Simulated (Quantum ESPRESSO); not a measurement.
# Planted mistakes on one cell of BSi2ON3

The results below are calculated, not measured. They come from pw.x of Quantum ESPRESSO 7.5, a plane-wave density functional program, with PseudoDojo standard norm-conserving files (v0.5 for PBE, v0.4.1 for LDA and PBEsol). The cells are made up: elements, strain and atom displacements were drawn at random, and nothing was relaxed. There is no spin polarisation, spin-orbit coupling or dispersion term.

The cell has 8 sites of a wurtzite lattice (rectangular cell). Sites 1 to 4 hold B Si empty Si; sites 5 to 8 hold O N N N. Cell vectors in Å: (2.765, 0.048, -0.046); (0.084, 4.878, -0.018); (-0.075, -0.017, 4.523). Settings: PBE, cutoff 1143 eV, 6 x 4 x 4 k mesh shifted by half a step, Fermi-Dirac smearing of 0.025 eV.

The intended run has a self-consistency threshold of 1e-07 eV, a smearing term of 0.000 eV, a pressure of 7.18 GPa and 12 iterations. Each further run changes one thing: all lengths scaled by 0.9933; atoms of sites 4 and 5 exchanged; cutoff 801 eV; files of PBEsol; k mesh 2 x 2 x 2; one electron removed; smearing 0.6 eV; threshold 0.3 eV. A coarse mesh keeps the shift, and a charged cell sits in a uniform background.

| run | change of free energy (eV) | smearing term -TS (eV) | change of P (GPa) | largest change of a force component (eV/Å) | iterations |
| --- | --- | --- | --- | --- | --- |
| A | -0.142 | -0.580 | 1.05 | 0.272 | 11 |
| B | 11.250 | -0.003 | 27.38 | 13.012 | 13 |
| C | -0.932 | 0.000 | -1.11 | 0.461 | 12 |
| D | -9.258 | -0.011 | -35.28 | 1.920 | 14 |
| E | 0.035 | 0.000 | 0.47 | 0.313 | 4 |
| F | 0.074 | 0.000 | 5.61 | 0.249 | 11 |
| G | 0.380 | 0.000 | -7.03 | 0.027 | 12 |
| H | 3.609 | 0.000 | -4.91 | 0.066 | 12 |

A rerun of the intended cell at 1437 eV and k mesh 8 x 6 x 6 moved values by no more than 0.002 eV in the cell's energy, 0.03 GPa in stress and 0.004 eV/Å in force.

Question: which change belongs to which run?

## Worked reading

Run E has the fewest iterations, as a run stopped early does. Run A has the largest smearing term, as wide smearing gives. Run F changes the volume by a factor of 0.9800; minus its pressure change over the logarithm of that factor, 278 GPa, is a rough bulk modulus with clamped atoms. Energies from files of another functional, or of a charged cell, have another zero and say nothing on stability; the pressure of a charged cell rests on the program's zero of potential too.

## Key

| run | change |
| --- | --- |
| A | smearing 0.6 eV |
| B | atoms of sites 4 and 5 exchanged |
| C | k mesh 2 x 2 x 2 |
| D | one electron removed |
| E | threshold 0.3 eV |
| F | all lengths scaled by 0.9933 |
| G | cutoff 801 eV |
| H | files of PBEsol |